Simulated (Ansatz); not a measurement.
SnO (litharge type, space group P4/nmm)

```
SnO
1.0
    3.83710     0.00000     0.00000
    0.00000     3.83710     0.00000
    0.00000     0.00000     4.75861
Sn O
2 2
Direct
  0.50000   0.00000   0.24344
  0.00000   0.50000   0.75656
  0.00000   0.00000   0.00000
  0.50000   0.50000   0.00000
```

The volume is varied about the relaxed value V₀ at fixed cell shape. The atoms relax within the cell's symmetry.

Level of theory: PBE-D3(BJ) (plane waves to 420 eV, PAW, scalar-relativistic; Ansatz, a quantum-chemistry and plane-wave program). k mesh 12×12×10 (Γ-centred), Fermi-Dirac smearing 0.05 eV. Energies are smeared free energies. Compression counts positive. With the shape held, the modulus is that of even scaling; a crystal free to change shape is softer. At this level the bands of SnO touch or barely overlap; measurements give the solid a gap. SnO was relaxed with its symmetry unable to fall. ΔE is measured from the relaxed starting cell. The last digit holds for this mesh only.

```tsv
V (Å³/atom)	ΔE (meV/atom)
16.465	10.4
16.640	7.2
16.815	4.5
16.990	2.5
17.165	1.1
17.340	0.3
17.516	0.0
17.691	0.3
17.866	1.0
18.041	2.3
18.216	4.1
18.391	6.2
18.567	withheld
```

Problem. Fit a third-order Birch-Murnaghan form (E₀, V₀, B₀, B₀′ free) to the given rows and predict ΔE at V = 18.567.

Solution. Least squares on the 12 given rows: ΔE = E₀ + (9V₀B₀/16)·y²·[2 + (B₀′ − 4)y], y = (V₀/V)^(2/3) − 1, with V₀ = 17.516 Å³/atom, B₀ = 48.72 GPa (160.2 GPa = 1 eV/Å³; the term in eV is multiplied by 1000), B₀′ = 3.02, E₀ = 0.01 meV/atom; root-mean-square residual 0.03 meV/atom. At 18.567 the fit gives 8.9 meV/atom; the calculation gives 8.8 meV/atom, so the extrapolation is off by 0.1 (+1.1 %). For the pressure the fit gives -2.6 GPa against the computed -2.6 GPa.

(Under strain, the slope of the energy per volume gives the stress and its curvature an elastic modulus.)
